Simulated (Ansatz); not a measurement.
**MgVCrP2O8F2: gradients before and after relaxing the atoms**

Start: a computed structure from the Materials Project (it need not be an observed phase).

```cif
data_MgVCrP2O8F2
_symmetry_space_group_name_H-M 'P-1'
_symmetry_Int_Tables_number 2
_cell_length_a 5.1477
_cell_length_b 5.4639
_cell_length_c 7.3937
_cell_angle_alpha 110.880
_cell_angle_beta 108.106
_cell_angle_gamma 91.841
loop_
_atom_site_label
_atom_site_type_symbol
_atom_site_symmetry_multiplicity
_atom_site_Wyckoff_symbol
_atom_site_fract_x
_atom_site_fract_y
_atom_site_fract_z
Mg Mg 1 f 0.5000 0.0000 0.5000
V V 1 a 0.0000 0.0000 0.0000
Cr Cr 1 h 0.5000 0.5000 0.5000
P P 2 i 0.8879 0.6048 0.2473
O6 O 2 i 0.8506 0.7674 0.1135
O7 O 2 i 0.1930 0.6907 0.4084
O8 O 2 i 0.6849 0.6832 0.3713
O9 O 2 i 0.1719 0.6958 0.8684
F F 2 i 0.6434 0.8557 0.7312
```

One atom of each set is listed.

Level of theory: DFT, PBE, plane waves and PAW, scalar-relativistic, collinear spin, 420 eV cutoff, Γ-centred 5×5×4 k-points, Fermi–Dirac smearing 0.02 eV (Ansatz 0.2.0). Start moments as typed (μB): 2 on each V, 3 on each Cr, none on the rest.

The largest force at the start is 0.57 eV/Å. Relaxing the ions at fixed cell moves them by 0.073 Å at most (atom 10, O) and 0.040 Å rms.

| site | moved (Å) | first shell before | first shell after | V_zz before (10²¹ V/m²) | η before |
| --- | --- | --- | --- | --- | --- |
| Mg | 0.000 | 4 O at 2.04–2.07 Å, 2 F at 2.07 Å | 4 O at 2.04–2.09 Å, 2 F at 2.09 Å | 1.53 | 0.67 |
| V | 0.000 | 4 O at 1.99–2.00 Å, 2 F at 2.11 Å | 4 O at 1.97–1.98 Å, 2 F at 2.09 Å | -2.74 | 0.95 |
| Cr | 0.000 | 4 O at 2.00 Å, 2 F at 2.00 Å | 4 O at 1.98–1.99 Å, 2 F at 2.00 Å | 4.37 | 0.08 |
| P | 0.017 | 4 O at 1.53–1.58 Å | 4 O at 1.53–1.58 Å | -2.41 | 0.66 |
| O6 | 0.068 | 1 P at 1.53 Å, 1 V at 2.00 Å, angle 152° | 1 P at 1.53 Å, 1 V at 1.98 Å, angle 152° | 10.27 | 0.08 |
| O7 | 0.017 | 1 P at 1.58 Å, 1 Cr at 2.00 Å, 1 Mg at 2.04 Å | 1 P at 1.58 Å, 1 Cr at 1.99 Å, 1 Mg at 2.04 Å | 10.15 | 0.54 |
| O8 | 0.025 | 1 P at 1.57 Å, 1 Cr at 2.00 Å, 1 Mg at 2.07 Å | 1 P at 1.57 Å, 1 Cr at 1.98 Å, 1 Mg at 2.09 Å | 10.30 | 0.58 |
| O9 | 0.073 | 1 P at 1.53 Å, 1 V at 1.99 Å, angle 142° | 1 P at 1.53 Å, 1 V at 1.97 Å, angle 144° | 9.96 | 0.15 |
| F | 0.024 | 1 Cr at 2.00 Å, 1 Mg at 2.07 Å, 1 V at 2.11 Å | 1 Cr at 2.00 Å, 1 Mg at 2.09 Å, 1 V at 2.09 Å | 9.22 | 0.94 |

Q: How do the gradients change?

A: 

```json
{"site": "Mg", "V_zz after": "1.64", "η after": "0.78", "change of V_zz": "+0.11"}
{"site": "V", "V_zz after": "2.60", "η after": "0.85", "change of V_zz": "–"}
{"site": "Cr", "V_zz after": "4.60", "η after": "0.09", "change of V_zz": "+0.23"}
{"site": "P", "V_zz after": "-2.26", "η after": "0.68", "change of V_zz": "+0.15"}
{"site": "O6", "V_zz after": "10.48", "η after": "0.08", "change of V_zz": "+0.21"}
{"site": "O7", "V_zz after": "10.21", "η after": "0.52", "change of V_zz": "+0.06"}
{"site": "O8", "V_zz after": "10.47", "η after": "0.55", "change of V_zz": "+0.17"}
{"site": "O9", "V_zz after": "10.24", "η after": "0.11", "change of V_zz": "+0.28"}
{"site": "F", "V_zz after": "9.26", "η after": "0.92", "change of V_zz": "+0.04"}
```

The largest change of V_zz along a kept axis is on O9, from 9.96 to 10.24. The whole tensor moves most on V, by 0.57 along its most changed direction. In per cent, |V_zz| changes by +7 on Mg, +5 on Cr, -6 on P, +1 to +3 on O, 0 on F (all sites that start above 0.5, bar those whose gradient vanishes or changes sign or whose main axis turns by over 40°). On V the largest principal value lies along another axis in the second run, so the two V_zz can't be compared directly.

With a gap of 0.2 eV on this mesh, the gradients can still move by some per cent as the k-mesh gets denser. All moments are parallel here, as the start or the cell imposes; many such compounds order antiparallel, where fields and spin densities carried over to other atoms largely cancel. The magnetic order is the one that the run reached from its start moments, not necessarily the measured one.
Before: The program didn't check the stability of this electronic state in full, so a lower one may lie near.
